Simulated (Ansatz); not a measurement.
# rocksalt-structured ZrC

Computed with Ansatz (plane waves, PAW, 420 eV cutoff): PBEsol, scalar-relativistic, no spin polarisation, 12×12×12 k-mesh, Gaussian smearing of 0.05 eV. The datasets are Ansatz's generated set soft_2.

```cif
data_structure
_symmetry_space_group_name_H-M 'P 1'
_symmetry_Int_Tables_number 1
_cell_length_a 3.3016
_cell_length_b 3.3016
_cell_length_c 3.3016
_cell_angle_alpha 60.000
_cell_angle_beta 60.000
_cell_angle_gamma 60.000
_cell_volume 25.45
loop_
_atom_site_label
_atom_site_type_symbol
_atom_site_fract_x
_atom_site_fract_y
_atom_site_fract_z
_atom_site_occupancy
Zr1 Zr 0.50000 0.50000 0.50000 1
C1 C 0.00000 0.00000 0.00000 1
```

The start was a prototype's sites filled with these elements; the Crystallography Open Database holds the compound in this structure.

Cell and atoms are those of this level's equilibrium.

Path: Γ–X–U | K–Γ–L–W–X, with Γ = (0.000, 0.000, 0.000), X = (0.500, 0.000, 0.500), U = (0.625, 0.250, 0.625), K = (0.375, 0.375, 0.750), L = (0.500, 0.500, 0.500), W = (0.500, 0.250, 0.750) in reciprocal vectors of the calculation's cell.

Question: Is it a metal or an insulator, and if it has a gap, where are the band edges on this path?

Answer: A metal: bands cross the Fermi level.

Bands as a text map, energy in eV from the Fermi level (dashes), each leg drawn with the same width:
```
  1.71 |                    *                     *     
  1.43 |              **      * **                      
  1.14 |             *       ** *                  *    
  0.86 |**                     *                        
  0.57 |            *         * *                   *   
  0.29 | **       **          *                      *  
  0.00 |------****------------------------------------**
 -0.29 | ** **   *               *                   *  
 -0.57 |   *      *          *   *                      
 -0.86 |           *         *                      *   
 -1.14 |    *       *       *     *                     
 -1.43 |     *       *                             *    
 -1.71 |      *       **    *     *                     
 -2.00 |  *    ***      *  *       *              *  ***
 -2.29 |          ******* ***               *** *****   
 -2.57 |      *     *    **         *      *******      
 -2.86 |             *             * *   **   ***       
 -3.14 |   * *        **              ***               
 -3.43 |    *              *                 *          
 -3.71 |                *                               
 -4.00 |                            *       *           
 -4.29 |                 **                *            
 -4.57 |                                                
 -4.86 |                             *    *             
 -5.14 |                                 *              
 -5.43 |                              ***               
 -5.71 |                                                
 -6.00 |                                                
        Γ      X      UK       Γ       L       W       X
```
